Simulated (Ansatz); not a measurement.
V₂O₅:
```yaml
crystal:
  lattice:
    - [10.00234, 0.00000, 0.00000]
    - [0.00000, 3.55363, 0.00000]
    - [0.00000, 0.00000, 10.25772]
  atoms:
    - { symbol: V, position: [0.12521, 0.75000, 0.01079] }
    - { symbol: V, position: [0.87479, 0.25000, 0.98921] }
    - { symbol: V, position: [0.37479, 0.25000, 0.51079] }
    - { symbol: V, position: [0.62521, 0.75000, 0.48921] }
    - { symbol: V, position: [0.07206, 0.25000, 0.60056] }
    - { symbol: V, position: [0.92794, 0.75000, 0.39944] }
    - { symbol: V, position: [0.42794, 0.75000, 0.10056] }
    - { symbol: V, position: [0.57206, 0.25000, 0.89944] }
    - { symbol: O, position: [0.99873, 0.75000, 0.26206] }
    - { symbol: O, position: [0.00127, 0.25000, 0.73794] }
    - { symbol: O, position: [0.50127, 0.25000, 0.76206] }
    - { symbol: O, position: [0.49873, 0.75000, 0.23794] }
    - { symbol: O, position: [0.06366, 0.75000, 0.54117] }
    - { symbol: O, position: [0.93634, 0.25000, 0.45883] }
    - { symbol: O, position: [0.43634, 0.25000, 0.04117] }
    - { symbol: O, position: [0.56366, 0.75000, 0.95883] }
    - { symbol: O, position: [0.07107, 0.25000, 0.03293] }
    - { symbol: O, position: [0.92893, 0.75000, 0.96707] }
    - { symbol: O, position: [0.42893, 0.75000, 0.53293] }
    - { symbol: O, position: [0.57107, 0.25000, 0.46707] }
    - { symbol: O, position: [0.20636, 0.75000, 0.87948] }
    - { symbol: O, position: [0.79364, 0.25000, 0.12052] }
    - { symbol: O, position: [0.29364, 0.25000, 0.37948] }
    - { symbol: O, position: [0.70636, 0.75000, 0.62052] }
    - { symbol: O, position: [0.24615, 0.25000, 0.63162] }
    - { symbol: O, position: [0.75385, 0.75000, 0.36838] }
    - { symbol: O, position: [0.25385, 0.75000, 0.13162] }
    - { symbol: O, position: [0.74615, 0.25000, 0.86838] }
```

Relaxed with PBEsol. Special points in fractions of this cell's reciprocal vectors: Γ (0.000, 0.000, 0.000); X (0.500, 0.000, 0.000); S (0.500, 0.500, 0.000); Y (0.000, 0.500, 0.000); Z (0.000, 0.000, 0.500); U (0.500, 0.000, 0.500); R (0.500, 0.500, 0.500); T (0.000, 0.500, 0.500).

Problem. List the band energies nearest the valence-band maximum at these points for the program Ansatz at the PBEsol level (PAW).

Solution. In eV from the valence-band maximum; about four levels below and three above (degenerate sets whole), none deeper than 8.9 eV; points with the same levels are listed once.

| k | below | above |
|---|---|---|
| Γ | -0.53 -0.30 -0.19 -0.15 | 2.04 2.08 2.21 |
| X | -0.38 -0.38 -0.20 -0.20 | 2.14 2.14 2.17 2.17 |
| S | -0.16 -0.16 -0.16 -0.16 | 2.51 2.51 2.51 2.51 |
| Y | -0.14 -0.14 -0.11 -0.11 | 2.51 2.51 2.59 2.59 |
| Z | -0.46 -0.46 -0.11 -0.11 | 2.06 2.06 2.26 2.26 |
| U | -0.40 -0.40 -0.17 -0.17 | 2.14 2.14 2.16 2.16 |
| R | -0.15 -0.15 -0.15 -0.15 | 2.51 2.51 2.51 2.51 |
| T | -0.13 -0.13 -0.12 -0.12 | 2.54 2.54 2.57 2.57 |

Space group Pnma. The first step of the workflow began from a Materials Project structure, measured or hypothetical; the Crystallography Open Database copy checked does not list it. COD files the formula under space group No. 31, 59. Whether it is the stable phase at ambient conditions was not checked. The cell was relaxed with PBEsol under the symmetry of its start; whether a distortion lowers the energy is not shown. No spin polarisation was allowed. No Hubbard U is applied.

Potentials: the later of the program's two PAW sets.
